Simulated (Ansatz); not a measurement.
**How fast does Li move in Bi2Se3?**

The calculation used DFT PBEsol, scalar-relativistic, plane waves, PAW (Ansatz). (420 eV cutoff, 3×3×3 k-mesh, Gaussian smearing of 0.10 eV, no spin polarisation)

Host crystal, relaxed:

```
CELL_PARAMETERS angstrom
2.06513 1.19230 9.53628
-2.06513 1.19230 9.53628
0.00000 -2.38461 9.53628
ATOMIC_POSITIONS crystal
Bi 0.40025 0.40025 0.40025
Bi 0.59975 0.59975 0.59975
Se 0.00000 0.00000 0.00000
Se 0.21162 0.21162 0.21162
Se 0.78838 0.78838 0.78838
```

In a supercell of 20 host sites, interstitial Li hops to an equivalent place, moving 4.13 Å. Climbing-image nudged elastic band at fixed cell; the order of the saddle wasn't checked, and the small cell leaves errors of about a tenth of an eV.

A cell with an odd number of electrons and no spin polarisation is a metal by construction and may be lower with spin. Spin-orbit coupling is left out, which matters for the bands and energies of heavy elements.

| image | path (Å) | E − E(0) (eV) |
| --- | --- | --- |
| 0 | 0.00 | 0.000 |
| 1 | 1.60 | 0.408 |
| 2 | 2.81 | 0.229 |
| 3 | 4.02 | 0.340 |
| 4 | 5.24 | 0.000 |

What are the barriers forward and back, and what attempt frequency does the shape suggest?

Forward 0.41 eV, back 0.41 eV, the ends being level. For a sinusoidal profile E_b sin²(πx/l), with the Li atom alone moving, ν = (1/l)√(E_b/2m) = 4.1×10¹² s⁻¹, within an order of magnitude of the customary 10¹³ s⁻¹; a true prefactor needs the vibrations at the minimum and at the saddle.

With ν = 10¹³ s⁻¹, give the forward jump rate along this one path, the wait 1/k for that jump, the diffusivity D ≈ l²k and the distance √(Dt) covered in an hour at 300, 600 and 1000 K, taking the host as solid throughout.

k = ν exp(−E_b/k_BT):
```
T (K) k (1/s) wait (s) D (cm²/s)  √(Dt) in 1 h (nm)
  300   1.4×10⁶   7.1×10⁻⁷   2.4×10⁻⁹            2.9×10⁴
  600   3.8×10⁹  2.7×10⁻¹⁰   6.4×10⁻⁶            1.5×10⁶
 1000  8.8×10¹⁰  1.1×10⁻¹¹   1.5×10⁻⁴            7.4×10⁶
```

D = l²k holds for six equivalent jumps in three dimensions (z l²k/6) and is a scale otherwise. Long-range transport needs a connected net of such jumps, and traps slow it. D is that of an interstitial already there. An error of 0.1 eV in the barrier changes k by a factor of 48 at 300 K and 3.2 at 1000 K.

Cost: 1 run of about 95 core-minutes, on Intel Xeon Platinum 8375C (Ice Lake) (shared hosts).